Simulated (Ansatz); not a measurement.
## Property card for SiGe

SiGe:
```
CELL_PARAMETERS angstrom
      6.85976     3.96137     0.00000
     -6.85976     3.96137     0.00000
     -4.57216     0.00000     6.47017
ATOMIC_POSITIONS crystal
  Si 0.00161 0.99839 0.00458
  Ge 0.12157 0.37158 0.87159
  Ge 0.50166 0.49834 0.99856
  Ge 0.62842 0.87843 0.87159
  Ge 0.99686 0.49682 0.00343
  Ge 0.12165 0.87835 0.87164
  Ge 0.50318 0.00314 0.00343
  Si 0.62502 0.37498 0.87494
  Si 0.00296 0.50286 0.49677
  Si 0.12502 0.87498 0.37482
  Si 0.49714 0.99704 0.49677
  Ge 0.62839 0.37161 0.37841
  Si 0.99828 0.00172 0.49543
  Si 0.12172 0.37178 0.37824
  Ge 0.49831 0.50169 0.50154
  Si 0.62822 0.87828 0.37824
```

Space group Cm (No. 8); conventional cell a = 13.7195 Å, b = 7.9227 Å, c = 7.9226 Å, α = 90.00°, β = 125.25°, γ = 90.00°.

Method: PBE (plane waves, PAW; program Ansatz). The cell and atoms are relaxed at this level. Other levels are named where they apply.

Cell and energy:

```json
{
  "volume_per_atom": "21.98 Å³",
  "density": "3.80 g/cm³",
  "Formation energy from the elements (no fitted shifts)": "0.020 eV/atom"
}
```

Electronic structure:

```json
{
  "band_gap": "0.39 eV (direct)",
  "valence_band_maximum": "at Γ",
  "conduction_band_minimum": "at Γ",
  "electron_effective_mass": "0.11, 0.15, 0.27 mₑ (principal values)",
  "hole_effective_mass": "0.059, 0.35, 0.40 mₑ (principal values)"
}
```

The start of the workflow was typed in or built on a structure type; neither database checked (COD, Materials Project) lists it. Whether it is the stable phase at ambient conditions was not checked. Symmetry was held in the PBE relaxation; whether a distortion lowers the energy is not shown. The references are the lowest solids computed at this level, not always the standard phases. Scalar-relativistic: spin–orbit coupling is off unless named, which matters more the heavier the elements.

Potentials: the earlier of the program's two PAW sets.
